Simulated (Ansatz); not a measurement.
## Relaxing ytterbium (dhcp)

Computed with Ansatz, DFT, PBEsol, plane waves (420 eV) with PAW, scalar-relativistic. The PAW files were generated under PBE, with cores re-solved for the functional.

k-point mesh 9×9×3, Fermi-Dirac smearing 0.1 eV, no spin polarisation. Cell and atoms relax.

Starting structure:

```yaml
crystal:
  lattice:
    - [3.8793238081, 0.0, 0.0]
    - [-1.939661904, 3.3595929673, 0.0]
    - [0.0, 0.0, 12.6698715572]
  atoms:
    - { symbol: Yb, position: [0.0, 0.0, 0.0] }
    - { symbol: Yb, position: [0.0, 0.0, 0.5] }
    - { symbol: Yb, position: [0.3333333333, 0.6666666667, 0.25] }
    - { symbol: Yb, position: [0.6666666667, 0.3333333333, 0.75] }
hamiltonian:
  xc: pbesol
  pseudopotentials:
    kind: paw
    azcp:
      Yb: "pseudopotentials/Yb.paw.azcp"
basis:
  ecutwfc: 420
  fft_grid_basis: typed
kpoints:
  mp_grid: { grid: [9, 9, 3], shift: [0, 0, 0] }
magnetization:
  spin_polarized: false
scf:
  occupations: { method: fermi_dirac, width: 0.1 }
relax:
  max_steps: 60
  f_tol: 0.01
  cell: {}
output:
  write_density: true
  write_potential: true
  elf: true
  volumetric_format: npy
```

Q: The pressure at the start is -3.2 GPa. By how much does the volume change?

A: From 41.28 to 32.53 Å³ per atom, -21.2 %. The final cell has a = 3.584 Å, c = 11.699 Å (c/a = 3.264).

Q: How much energy does the relaxation gain?

A: 105.1 meV per atom.

Path of the relaxation (the plane waves are chosen anew near the end, which can shift the energy a little):

```csv
step,E − E(final) (meV/atom),V (Å³/atom),P (GPa),max force (eV/Å)
0,105.13,41.281,-3.22,0.000
1,38.20,37.481,-2.24,0.000
2,-0.96,32.155,0.32,0.000
3,-1.11,32.800,-0.10,0.000
4,-1.23,32.639,0.00,0.000
5,0.02,32.639,-0.07,0.000
6,-0.03,32.532,0.00,0.000
7,0.00,32.532,0.00,0.000
```
